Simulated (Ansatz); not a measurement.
CsSnI3 — 127I nuclear quadrupole resonance

Cell: a Materials Project structure (computed, not necessarily an observed phase), taken as it stands.

```xyz
5
Lattice="6.2862 0.0000 0.0000 0.0000 6.2862 0.0000 0.0000 0.0000 6.2862" Properties=species:S:1:pos:R:3 pbc="T T T"
Cs    3.1431    3.1431    3.1431
Sn    0.0000    0.0000    0.0000
I     3.1431    0.0000    0.0000
I     0.0000    0.0000    3.1431
I     0.0000    3.1431    0.0000
```

Atom numbers follow the list; atoms alike are taken as one site, whose name carries the number of the first.

All values are calculated (Ansatz; DFT, PBE, plane waves and PAW, scalar-relativistic, 420 eV cutoff, Γ-centred 5×5×5 k-points, Fermi–Dirac smearing 0.02 eV), not measured.

127I: I = 5/2, Q = -688.2 mb (year-2017 value). Static lattice, zero field.

**Question.** Predict the zero-field 127I lines of each site.

**Answer.** For I = 5/2 and η = 0 the lines are 3|C_Q|/20 and twice that; η pulls their ratio below 2.

| site | atoms | V_zz (10²¹ V/m²) | C_Q (MHz) | η | line frequencies (MHz) |
| --- | --- | --- | --- | --- | --- |
| I | 3, 4, 5 | 42.8 | -712 | 0.00 | 106.8, 213.6 |

An axis of threefold or higher order runs through I, so V_zz lies along it and η is zero.

This high-symmetry form of CsSnI3 is unstable when cold, to tilts of the octahedra. The symmetry of the cell holds that distortion back, wholly or in part, and it would change the field gradients, the more the larger the distortion. Without spin–orbit coupling the gradients at and beside I can be off by some per cent, at some sites by more.
